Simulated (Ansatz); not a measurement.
BiTePd:
Space group P2₁3 (No. 198); a = b = c = 6.6457 Å, α = β = γ = 90.00°

```
atom  site  symmetry       x       y       z
----  ----  --------  ------  ------  ------
Bi      4a       .3.  0.3671  0.3671  0.3671
Te      4a       .3.  0.6267  0.6267  0.6267
Pd      4a       .3.  0.0057  0.0057  0.0057
```

Relaxed with PBEsol.

**Question.** Which orbitals make up the states near the Fermi level in the program Ansatz at the PBEsol level (PAW)?

**Answer.** Within 0.5 eV of the Fermi level: Te 5p 35 %, Bi 6p 30 %, Pd 4d 25 %. Projections are on Löwdin-orthogonalised atomic valence shells; empty p or d shells of many metals are not among them.

**Question.** Tabulate the density of states.

**Answer.** States/eV per cell of 12 atoms, in 0.25 eV bins, energy from the Fermi level.

```
E (eV)  total  Pd 4d  Te 5p  Bi 6p
------  -----  -----  -----  -----
-7.85    0.00   0.00   0.00   0.00
-7.60    0.00   0.00   0.00   0.00
-7.35    0.00   0.00   0.00   0.00
-7.10    0.00   0.00   0.00   0.00
-6.85    0.00   0.00   0.00   0.00
-6.60    0.00   0.00   0.00   0.00
-6.35    0.00   0.00   0.00   0.00
-6.10    0.00   0.00   0.00   0.00
-5.85    0.00   0.00   0.00   0.00
-5.60   11.14   2.26   5.32   3.19
-5.35   12.00   3.21   5.32   3.08
-5.10    8.91   2.78   3.58   2.29
-4.85   15.41   6.52   5.41   3.07
-4.60   15.96   9.35   4.57   1.78
-4.35    9.62   5.54   2.73   1.07
-4.10    9.91   5.71   2.53   1.21
-3.85   11.33   6.61   2.52   1.67
-3.60   17.60  12.33   1.86   2.82
-3.35   18.49  15.47   1.08   1.48
-3.10   36.73  33.22   1.33   1.41
-2.85   19.34  13.85   2.21   2.46
-2.60    8.96   5.56   1.62   1.45
-2.35   13.86   7.22   3.63   2.46
-2.10   12.68   4.54   4.12   3.30
-1.85    5.86   1.75   2.08   1.71
-1.60    9.05   2.08   3.65   2.77
-1.35    9.17   1.79   3.99   2.78
-1.10    5.77   0.94   2.39   2.01
-0.85    4.78   0.88   1.90   1.57
-0.60    4.00   1.06   1.44   1.08
-0.35    6.27   1.76   2.27   1.54
-0.10    5.77   1.50   2.15   1.51
0.15     4.46   1.06   1.50   1.43
0.40     5.04   1.02   1.49   1.99
0.65     4.84   0.75   1.03   2.54
0.90     2.72   0.40   0.61   1.39
1.15     6.32   0.94   1.37   3.31
1.40     6.97   0.98   1.53   3.73
1.65     6.58   0.93   1.65   3.33
1.90     6.70   0.90   1.93   3.20
2.15    10.88   1.05   3.36   5.31
2.40     9.12   0.78   2.80   4.57
2.65     6.32   0.48   1.79   3.46
2.90     6.06   0.43   1.80   3.32
3.15     3.11   0.23   1.02   1.65
3.40     0.26   0.02   0.09   0.14
3.65     0.00   0.00   0.00   0.00
3.90     0.00   0.00   0.00   0.00
4.15     0.01   0.00   0.00   0.00
4.40     2.14   0.01   0.06   0.08
4.65     8.98   0.06   0.31   0.41
```

Space group P2_13. The first step of the workflow began from a Materials Project structure, measured or hypothetical; the Crystallography Open Database copy checked does not list it. Whether it is the stable phase at ambient conditions was not checked. Symmetry was held in the PBEsol relaxation; whether a distortion lowers the energy is not shown. The run is not spin-polarised. Scalar-relativistic: spin–orbit coupling is off unless named, which matters more the heavier the elements.

Potentials: the later of the program's two PAW sets.
